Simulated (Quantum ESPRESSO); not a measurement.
## TaHf2O5F3 (one run as intended and one with a planted mistake)

A calculation, not a measurement. The program is pw.x of Quantum ESPRESSO 7.5 (plane-wave density functional theory). The cell is made up: 11 atoms on a fluorite lattice with one site empty, with randomly drawn elements, strain and displacements, not relaxed. PseudoDojo standard norm-conserving files (v0.5 for PBE, v0.4.1 for LDA and PBEsol) set the functional; there is no spin polarisation, spin-orbit coupling or dispersion term, and the masses in the input are unused placeholders.

The hafnium pseudopotential is less sure than the others, with forces about 3 percent (worst 6) and pressure in oxides about 1.5 GPa (worst 2.7) from a second method in checks, which no rerun with the same files tests.

Intended input:

```
&control calculation='scf', pseudo_dir='./dojo.nc.sr.pbe.v0_5.standard.upf', outdir='./o', disk_io='medium', tprnfor=.true., tstress=.true. /
&system ibrav=0, nat=11, ntyp=4, nbnd=50, ecutwfc=84.00895049, nosym=.true., tot_charge=0,
 occupations='smearing', smearing='fd', degauss=0.0018374661
/
&electrons conv_thr=7.350e-09, electron_maxstep=60, /
ATOMIC_SPECIES
F 1.0 F.upf
Hf 1.0 Hf.upf
O 1.0 O.upf
Ta 1.0 Ta.upf
CELL_PARAMETERS angstrom
5.1674 -0.0244 -0.0121
-0.0244 5.0888 0.0147
-0.0121 0.0147 5.2303
ATOMIC_POSITIONS angstrom
Ta 0.0429 -0.0301 -0.0204
Hf 2.5312 -0.0966 2.5397
Hf 2.4799 2.4533 -0.0306
O 1.2973 1.2622 1.2584
O 1.2129 1.2173 3.9107
O 1.293 3.8407 1.2732
O 1.2002 3.8639 3.9078
F 3.8959 1.2362 1.2904
F 3.9028 1.2995 3.9378
F 3.8544 3.8773 1.3032
O 3.8408 3.7868 3.9851
K_POINTS automatic
4 4 4 1 1 1
```

The log is shortened where brackets say so; the opening notice, blank lines, dates and the lines on written files are dropped, and the path of the files is cut. It prints rydbergs, bohrs and kilobars, and counts compression as positive stress. Where no state is partly filled, the Fermi energy that it prints is only some level between the filled and the empty states on the mesh, and need not lie in the true gap.

Log of the intended run:

```
     Program PWSCF v.7.5
     Parallel version (MPI & OpenMP), running on       1 processor cores
     Number of MPI processes:                 1
     Threads/MPI process:                     1
     [start-up lines left out]
     bravais-lattice index     =            0
     lattice parameter (alat)  =       9.7651  a.u.
     unit-cell volume          =     928.1004 (a.u.)^3
     number of atoms/cell      =           11
     number of atomic types    =            4
     number of electrons       =        88.00
     number of Kohn-Sham states=           50
     kinetic-energy cutoff     =      84.0090  Ry
     charge density cutoff     =     336.0358  Ry
     scf convergence threshold =      7.3E-09
     mixing beta               =       0.7000
     number of iterations used =            8  plain     mixing
     Exchange-correlation= PBE
                           (   1   4   3   4   0   0   0)
     [axes and pseudopotential details left out]
   Cartesian axes
     site n.     atom                  positions (alat units)
         1        Ta     tau(   1) = (   0.0083019  -0.0058249  -0.0039478  )
         2        Hf     tau(   2) = (   0.4898333  -0.0186939   0.4914783  )
         3        Hf     tau(   3) = (   0.4799059   0.4747583  -0.0059217  )
         4        O      tau(   4) = (   0.2510512   0.2442587   0.2435233  )
         5        O      tau(   5) = (   0.2347183   0.2355697   0.7567917  )
         6        O      tau(   6) = (   0.2502191   0.7432455   0.2463874  )
         7        O      tau(   7) = (   0.2322606   0.7477351   0.7562305  )
         8        F      tau(   8) = (   0.7539277   0.2392272   0.2497159  )
         9        F      tau(   9) = (   0.7552630   0.2514769   0.7620361  )
        10        F      tau(  10) = (   0.7458967   0.7503282   0.2521930  )
        11        O      tau(  11) = (   0.7432648   0.7328148   0.7711895  )
     number of k points=    32  Fermi-Dirac smearing, width (Ry)=  0.0018
                       cart. coord. in units 2pi/alat
        k(    1) = (   0.1258913   0.1271795   0.1234323), wk =   0.0625000
        k(    2) = (   0.1264663   0.1264688   0.3704325), wk =   0.0625000
     [further k points left out]
     Dense  grid:    96521 G-vectors     FFT dimensions: (  60,  60,  60)
     Estimated max dynamical RAM per process >     161.40 MB
     Initial potential from superposition of free atoms
     starting charge      87.9953, renormalised to      88.0000
     Starting wfcs are   62 randomized atomic wfcs
     total cpu time spent up to now is       18.6 secs
     per-process dynamical memory:    98.5 Mb
     Self-consistent Calculation
     iteration #  1     ecut=    84.01 Ry     beta= 0.70
     Davidson diagonalization with overlap
     ethr =  1.00E-02,  avg # of iterations =  2.0
     total cpu time spent up to now is       49.6 secs
     total energy              =    -667.82276872 Ry
     estimated scf accuracy    <       4.47778160 Ry
     iteration #  2     ecut=    84.01 Ry     beta= 0.70
     Davidson diagonalization with overlap
     ethr =  5.09E-03,  avg # of iterations =  6.1
     total cpu time spent up to now is      101.0 secs
     total energy              =    -664.09486223 Ry
     estimated scf accuracy    <      36.83694752 Ry
     [iterations 3 to 14 left out]
     iteration # 15     ecut=    84.01 Ry     beta= 0.70
     Davidson diagonalization with overlap
     ethr =  5.18E-10,  avg # of iterations =  2.1
     total cpu time spent up to now is      577.1 secs
     total energy              =    -670.19705721 Ry
     estimated scf accuracy    <       0.00000007 Ry
     iteration # 16     ecut=    84.01 Ry     beta= 0.70
     Davidson diagonalization with overlap
     ethr =  7.50E-11,  avg # of iterations =  4.8
     total cpu time spent up to now is      612.3 secs
     End of self-consistent calculation
     [lines on levels left out]
     the Fermi energy is     9.8839 ev
!    total energy              =    -670.19705723 Ry
     estimated scf accuracy    <          2.2E-09 Ry
     smearing contrib. (-TS)   =      -0.00000000 Ry
     internal energy E=F+TS    =    -670.19705723 Ry
     The total energy is F=E-TS. E is the sum of the following terms:
     one-electron contribution =    -201.93780084 Ry
     hartree contribution      =     145.58386200 Ry
     xc contribution           =    -161.12480025 Ry
     ewald contribution        =    -452.71831813 Ry
     convergence has been achieved in  16 iterations
     Forces acting on atoms (cartesian axes, Ry/au):
     atom    1 type  4   force =     0.23043747   -0.07591613   -0.13105971
     atom    2 type  2   force =    -0.14575176   -0.03249184    0.08370098
     atom    3 type  2   force =    -0.13456538    0.05333615   -0.07054731
     atom    4 type  3   force =     0.02555012   -0.04598039   -0.03828575
     atom    5 type  3   force =     0.03945129   -0.02511776    0.07194724
     atom    6 type  3   force =     0.01349556    0.03907407   -0.05717886
     atom    7 type  3   force =     0.02797789    0.02958793    0.06988979
     atom    8 type  1   force =    -0.00936470   -0.00725256   -0.02391601
     atom    9 type  1   force =    -0.02468236   -0.02443815    0.02897421
     atom   10 type  1   force =     0.00338066    0.00229799   -0.00000936
     atom   11 type  3   force =    -0.02592880    0.08690068    0.06648477
     Total force =     0.412084     Total SCF correction =     0.000123
     Computing stress (Cartesian axis) and pressure
          total   stress  (Ry/bohr**3)                   (kbar)     P=     -164.04
  -0.00130634  -0.00016021  -0.00022314         -192.17      -23.57      -32.82
  -0.00016021  -0.00069274   0.00007279          -23.57     -101.91       10.71
  -0.00022314   0.00007279  -0.00134634          -32.82       10.71     -198.05
     init_run     :     16.09s CPU     18.42s WALL (       1 calls)
     electrons    :    560.81s CPU    593.78s WALL (       1 calls)
     forces       :     10.96s CPU     11.11s WALL (       1 calls)
     stress       :     28.48s CPU     29.90s WALL (       1 calls)
     [timing details left out]
     PWSCF        :  10m16.62s CPU  10m53.80s WALL
     JOB DONE.
```

A second run has one planted mistake: the cell has the wrong charge. The input lines that differ, file-writing options aside:

```
- &system ibrav=0, nat=11, ntyp=4, nbnd=50, ecutwfc=84.00895049, nosym=.true., tot_charge=0,
+ &system ibrav=0, nat=11, ntyp=4, nbnd=51, ecutwfc=84.00895049, nosym=.true., tot_charge=-1,
```

Its log:

```
     Program PWSCF v.7.5
     Parallel version (MPI & OpenMP), running on       1 processor cores
     Number of MPI processes:                 1
     Threads/MPI process:                     1
     [start-up lines left out]
     bravais-lattice index     =            0
     lattice parameter (alat)  =       9.7651  a.u.
     unit-cell volume          =     928.1004 (a.u.)^3
     number of atoms/cell      =           11
     number of atomic types    =            4
     number of electrons       =        89.00
     number of Kohn-Sham states=           51
     kinetic-energy cutoff     =      84.0090  Ry
     charge density cutoff     =     336.0358  Ry
     scf convergence threshold =      7.3E-09
     mixing beta               =       0.7000
     number of iterations used =            8  plain     mixing
     Exchange-correlation= PBE
                           (   1   4   3   4   0   0   0)
     [axes and pseudopotential details left out]
   Cartesian axes
     site n.     atom                  positions (alat units)
         1        Ta     tau(   1) = (   0.0083019  -0.0058249  -0.0039478  )
         2        Hf     tau(   2) = (   0.4898333  -0.0186939   0.4914783  )
         3        Hf     tau(   3) = (   0.4799059   0.4747583  -0.0059217  )
         4        O      tau(   4) = (   0.2510512   0.2442587   0.2435233  )
         5        O      tau(   5) = (   0.2347183   0.2355697   0.7567917  )
         6        O      tau(   6) = (   0.2502191   0.7432455   0.2463874  )
         7        O      tau(   7) = (   0.2322606   0.7477351   0.7562305  )
         8        F      tau(   8) = (   0.7539277   0.2392272   0.2497159  )
         9        F      tau(   9) = (   0.7552630   0.2514769   0.7620361  )
        10        F      tau(  10) = (   0.7458967   0.7503282   0.2521930  )
        11        O      tau(  11) = (   0.7432648   0.7328148   0.7711895  )
     number of k points=    32  Fermi-Dirac smearing, width (Ry)=  0.0018
                       cart. coord. in units 2pi/alat
        k(    1) = (   0.1258913   0.1271795   0.1234323), wk =   0.0625000
        k(    2) = (   0.1264663   0.1264688   0.3704325), wk =   0.0625000
     [further k points left out]
     Dense  grid:    96521 G-vectors     FFT dimensions: (  60,  60,  60)
     Estimated max dynamical RAM per process >     162.35 MB
     Initial potential from superposition of free atoms
     starting charge      87.9953, renormalised to      89.0000
     Starting wfcs are   62 randomized atomic wfcs
     total cpu time spent up to now is       16.0 secs
     per-process dynamical memory:    98.6 Mb
     Self-consistent Calculation
     iteration #  1     ecut=    84.01 Ry     beta= 0.70
     Davidson diagonalization with overlap
     ethr =  1.00E-02,  avg # of iterations =  2.0
     total cpu time spent up to now is       52.6 secs
     total energy              =    -667.38468708 Ry
     estimated scf accuracy    <       3.72672904 Ry
     iteration #  2     ecut=    84.01 Ry     beta= 0.70
     Davidson diagonalization with overlap
     ethr =  4.19E-03,  avg # of iterations =  6.4
     total cpu time spent up to now is       99.4 secs
     total energy              =    -664.08980771 Ry
     estimated scf accuracy    <      29.59553757 Ry
     [iterations 3 to 15 left out]
     iteration # 16     ecut=    84.01 Ry     beta= 0.70
     Davidson diagonalization with overlap
     ethr =  3.43E-11,  avg # of iterations =  3.7
     total cpu time spent up to now is      659.1 secs
     total energy              =    -669.38104259 Ry
     estimated scf accuracy    <       0.00000001 Ry
     iteration # 17     ecut=    84.01 Ry     beta= 0.70
     Davidson diagonalization with overlap
     ethr =  1.45E-11,  avg # of iterations =  2.9
     total cpu time spent up to now is      701.7 secs
     End of self-consistent calculation
     [lines on levels left out]
     the Fermi energy is    11.5475 ev
!    total energy              =    -669.38104259 Ry
     estimated scf accuracy    <          6.6E-10 Ry
     smearing contrib. (-TS)   =      -0.00153277 Ry
     internal energy E=F+TS    =    -669.37950982 Ry
     The total energy is F=E-TS. E is the sum of the following terms:
     one-electron contribution =    -201.41300063 Ry
     hartree contribution      =     146.91452050 Ry
     xc contribution           =    -162.16271157 Ry
     ewald contribution        =    -452.71831813 Ry
     convergence has been achieved in  17 iterations
     Forces acting on atoms (cartesian axes, Ry/au):
     atom    1 type  4   force =     0.18190240   -0.05558226   -0.10040071
     atom    2 type  2   force =    -0.15961681   -0.04019383    0.09112376
     atom    3 type  2   force =    -0.14957033    0.05655195   -0.07854926
     atom    4 type  3   force =     0.05373376   -0.03497270   -0.02258134
     atom    5 type  3   force =     0.07336000   -0.01357584    0.04943730
     atom    6 type  3   force =     0.04722101    0.02799485   -0.03744838
     atom    7 type  3   force =     0.05691395    0.01928477    0.04590552
     atom    8 type  1   force =    -0.01597232    0.00019774   -0.01221344
     atom    9 type  1   force =    -0.03195400   -0.02130449    0.01614238
     atom   10 type  1   force =    -0.00465998   -0.00671743    0.00532560
     atom   11 type  3   force =    -0.05135768    0.06831723    0.04325858
     Total force =     0.384149     Total SCF correction =     0.000059
     Computing stress (Cartesian axis) and pressure
          total   stress  (Ry/bohr**3)                   (kbar)     P=       36.30
   0.00008730  -0.00012689  -0.00020214           12.84      -18.67      -29.74
  -0.00012689   0.00057799   0.00011565          -18.67       85.03       17.01
  -0.00020214   0.00011565   0.00007506          -29.74       17.01       11.04
     init_run     :     15.01s CPU     15.78s WALL (       1 calls)
     electrons    :    657.37s CPU    685.74s WALL (       1 calls)
     forces       :      7.59s CPU      7.70s WALL (       1 calls)
     stress       :     25.92s CPU     26.97s WALL (       1 calls)
     [timing details left out]
     PWSCF        :  11m46.20s CPU  12m16.77s WALL
     JOB DONE.
```

```
                                            intended run  run with the mistake
                          free energy (eV)     -9118.495             -9107.393
                    smearing term -TS (eV)        0.0000               -0.0209
                            pressure (GPa)        -16.40                  3.63
            largest force component (eV/Å)         5.925                 4.677
largest change of a force component (eV/Å)                               1.248
                                iterations            16                    17
```

For scale, a rerun of the intended cell at a cutoff of 1437 eV and k mesh 6 x 6 x 6 moved values by no more than 0.003 eV in energy, 0.04 GPa in stress and 0.004 eV/Å in force. The charged cell sits in a uniform background, so its energy and stress rest on the program's zero of potential. The number of bands, nbnd, was set by rule from the electron count and the smearing, so it follows the mistake.